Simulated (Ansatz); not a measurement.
Sb (A7 (α-As type), space group No. 166) under volume change, LDA in the plane-wave PAW code Ansatz, shape and atoms relaxed at each volume.

| V (Å³/atom) | E − E(relaxed) (meV/atom) | P (GPa) |
|---|---|---|
| 26.565 | 41.4 | 5.60 |
| 27.441 | ? | ? |
| 28.316 | 4.1 | 1.54 |
| 29.192 | 0.0 | 0.00 |
| 30.068 | 3.6 | -1.27 |
| 30.944 | ? | ? |
| 31.819 | 27.8 | -3.02 |

Question: Fill in the missing entries.

Answer: 
- 27.441, E − E(relaxed) (meV/atom): 17.4
- 27.441, P (GPa): 3.35
- 30.944, E − E(relaxed) (meV/atom): 13.3
- 30.944, P (GPa): -2.25

Question: What does a third-order Birch–Murnaghan fit give for V₀, B₀ and B′?

Answer: V₀ = 29.19 Å³/atom, B₀ = 45.3 GPa, B′ = 5.8.

Space group R-3m (A7 (α-As type)). The LDA relaxation kept the symmetry of its start; of distortions, only those at the zone centre were tested. Scalar-relativistic: spin–orbit coupling is off unless named, which matters more the heavier the elements.

Potentials: the earlier of the program's two PAW sets.
